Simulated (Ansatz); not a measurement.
# One input, then a changed one: Ta (fcc type)

First run: DFT, LDA, PAW with Ansatz's default frozen-core files, scalar-relativistic (Ansatz 0.2.0).

Command: `ansatz run input.yaml --threads 1 --pin off --max-ram 2048MiB --backend cpu --events-out ev --progress --plain --runs-dir out` It took 2.1 s on 1 thread of Arm Neoverse V2, with other jobs on the host, peak memory 0.25 GiB.

```yaml
crystal:
  lattice:
    - [0.0, 2.0713815501, 2.0713815501]
    - [2.0713815501, 0.0, 2.0713815501]
    - [2.0713815501, 2.0713815501, 0.0]
  atoms:
    - { symbol: Ta, position: [0.0, 0.0, 0.0] }
kpoints:
  mp_grid: { grid: [16, 16, 16] }
  band_path:
    path:
      - [0.0, 0.0, 0.0]
      - [0.5, 0.0, 0.5]
      - [0.625, 0.25, 0.625]
      - [0.375, 0.375, 0.75]
      - [0.0, 0.0, 0.0]
      - [0.5, 0.5, 0.5]
      - [0.5, 0.25, 0.75]
      - [0.5, 0.0, 0.5]
    npoints: 8
scf:
  occupations: { method: fermi_dirac, width: 0.1 }
hamiltonian:
  xc: lda
  pseudopotentials: { kind: paw }
output:
  forces: true
  stress: true
  eigenvalues: true
  populations: true
  dos: { projected: true, de: 0.2, e_range: [-14, 8] }
  write_density: true
  write_potential: true
  elf: true
  volumetric_format: npy
```

The cell comes from a relaxation on PAW files under the same functional, begun from a prototype that needn't be the stable phase.

This run: the series' base cell.

It converges in 6 SCF iterations at a pressure of -0.02 GPa, cutoff 420 eV.

The input is then changed:

```diff
   xc: lda
-  pseudopotentials: { kind: paw }
+  pseudopotentials: { kind: paw, source: ansatz }
 output:
   populations: true
-  dos: { projected: true, de: 0.2, e_range: [-14, 8] }
   write_density: true
```

Question: What does the second run give?

Answer: It converges in 7 SCF iterations at a pressure of -0.09 GPa, cutoff 520 eV.
